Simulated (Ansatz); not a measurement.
Input:

HfCl4:
Space group P2/c (No. 13); a = 6.125 Å, b = 7.135 Å, c = 6.040 Å, α = γ = 90.00°, β = 109.04°

| atom | site | symmetry | x | y | z |
|---|---|---|---|---|---|
| Hf | 2f | 2 | 0.5000 | 0.3337 | 0.2500 |
| Cl | 4g | 1 | 0.2668 | 0.6106 | 0.0045 |
| Cl | 4g | 1 | 0.2390 | 0.1295 | 0.0124 |

This is the LDA-relaxed structure.

Task: All from plane-wave PAW LDA (Ansatz code), unless another level is named. Give the electron effective mass.

Result: 1.1, 3.4, 3.4 mₑ (principal values).

Task: Predict the band gap.

Result: 3.66 eV (indirect).

Task: Give the smallest direct gap on the standard path.

Result: 3.71 eV.

Task: Predict the valence-band maximum.

Result: at Γ.

Task: Next, the weight of the conduction-edge state by species (Voronoi cells)?

Result: Hf 55 %, Cl 45 %.

The first step of the workflow began from a Materials Project structure, measured or hypothetical; the Crystallography Open Database files this formula in space group No. 13, but the cells were not matched. Whether it is the stable phase at ambient conditions was not checked. The cell was relaxed with LDA under the symmetry of its start; phonons on a q-mesh show no instability. No spin polarisation was allowed. A crystal of weakly bound chains computed without a dispersion correction: the cell and the soft elastic constants depend strongly on that. Spin–orbit coupling is left out wherever it is not named.

Potentials: the earlier of the program's two PAW sets.
